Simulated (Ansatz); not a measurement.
Level of theory: DFT PBE, scalar-relativistic, plane waves, PAW (Ansatz). All cells share a 420 eV cutoff and Γ-centred k meshes spaced about 0.3 Å⁻¹ or finer (0.25 for metals, 2π included). No spin polarisation.

Temperature and zero-point effects are left out.

Two forms of Mg2GeN3 were relaxed alike.

A.

```yaml
crystal:
  lattice:
    - [3.09278, 0.00000, 0.00000]
    - [-1.54639, 2.67843, 0.00000]
    - [0.00000, 0.00000, 8.50270]
  atoms:
    - { symbol: Mg, position: [0.66667, 0.33333, 0.90181] }
    - { symbol: Mg, position: [0.66667, 0.33333, 0.21406] }
    - { symbol: Ge, position: [0.00000, 0.00000, 0.56361] }
    - { symbol: N, position: [0.33333, 0.66667, 0.46440] }
    - { symbol: N, position: [0.33333, 0.66667, 0.08503] }
    - { symbol: N, position: [0.00000, 0.00000, 0.77109] }
```

B.

```yaml
crystal:
  lattice:
    - [3.00323, 0.00000, 0.00000]
    - [-1.50162, 2.60087, 0.00000]
    - [0.00000, 0.00000, 7.72850]
  atoms:
    - { symbol: Mg, position: [0.33333, 0.66667, 0.66742] }
    - { symbol: Mg, position: [0.66667, 0.33333, 0.33258] }
    - { symbol: Ge, position: [0.00000, 0.00000, 0.00000] }
    - { symbol: N, position: [0.33333, 0.66667, 0.14382] }
    - { symbol: N, position: [0.66667, 0.33333, 0.85618] }
    - { symbol: N, position: [0.00000, 0.00000, 0.50000] }
```

Question: Which is lower in energy, and by how much?

Answer: B is lower, by 161 meV/atom. A has space group P3m1 (No. 156), 11.7 Å³/atom and no gap on its mesh; B has Mg and Ge ordered on rock salt sites, space group P-3m1 (No. 164), 10.1 Å³/atom and no gap. Counting N atoms around Ge and Mg (those within 1.25 times the shortest such distance or 1.15 times the sum of covalent radii, 1.27 where that leaves under three; a plus sign parts nearer from farther groups; a slash parts the counts of unlike sites), A has Mg 3/3+3, Ge 1+3 and B has Mg 6, Ge 6. In A, around Mg on its first site lie 3 N at 2.10 Å, 3 N at 2.37 Å and 1 Mg at 2.65 Å; around Ge lie 1 N at 1.76 Å and 3 N at 1.97 Å; N on its first site has 3 Ge at 1.97 Å; 3 more sites not described. In B, around Mg lie 6 N at 2.16–2.27 Å; Ge has 6 N at 2.06 Å; around N on a site of symmetry 3m lie 3 Ge at 2.06 Å and 3 Mg at 2.27 Å; 1 more site not described. Both come from trial cells of a structure search.

Weakly bound directions are ill-defined at this level, which has no dispersion term (P3m1), and this can change margins and order among such cells. In P3m1, P-3m1 an odd number of electrons in the primitive cell allows no gap without spin; a larger cell or a magnetic state could open one. A magnetic state wasn't ruled out in cells without spin, among them P-3m1. With atoms moved at random, B came back. A had no clear such test and can be a saddle point.
